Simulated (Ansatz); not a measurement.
## BaRuO$_{3}$: pressure against volume

BaRuO$_{3}$, Pm-3m, a = 4.020 Å. The structure is a Materials Project entry; whether it is the stable form wasn't checked. Ansatz: r2SCAN, PAW, 500 eV, Γ-centred 10×10×10 mesh on 5 atoms, Gaussian smearing 0.10 eV; collinear spin, largest moment 1.3 μB. Symmetry fixes shape and atoms, so the cell is only scaled; pressure is positive in compression.

| V (Å³/atom) | P (GPa) |
| --- | --- |
| 12.217 | 11.93 |
| 12.607 | 5.35 |
| 12.997 | 0.01 |
| 13.387 | -4.95 |
| 13.777 | ? |

Question: Take V0 = 12.997 Å³/atom, count pressures from its P0 = 0.01 GPa, fit the third-order Birch–Murnaghan form to the other rows, and predict the missing pressure.

Answer: With the Eulerian strain f = ½[(V0/V)^(2/3) − 1] and y = (P − P0)/[3f(1 + 2f)^(5/2)], the form is the line y = B0 + 1.5 B0 (B0′ − 4) f. Rows (f, y): 0.02106, 170.2; 0.01026, 164.9; -0.00976, 178.0. Means f = 0.007187, y = 171.03; Σ(Δf)² = 0.0004891, ΣΔfΔy = -0.1485; the slope is their ratio. y = 173.2 − 303.6 f GPa, so B0 = 173.2 GPa and B0′ = 4 + 2 × (-303.6)/(3 × 173.2) = 2.83. At V = 13.777, f = -0.01905, y = 178.98 and P = -9.27 GPa. The run gave -8.43 GPa, so the fit is 0.84 GPa too low, 4.1 % of the span of the series, against an rms of 0.17 GPa on the fitted rows. The row lies outside the fitted range. The records add: the largest moment runs from 1.10 to 1.45 μB along the series.

The largest moment runs from 1.10 to 1.45 μB along the series, so B0 and B0′ hold the change of the moment too.

The state reached may not be the lowest one.

Symmetry holds off the tilts and polar distortions that many cubic perovskites undergo.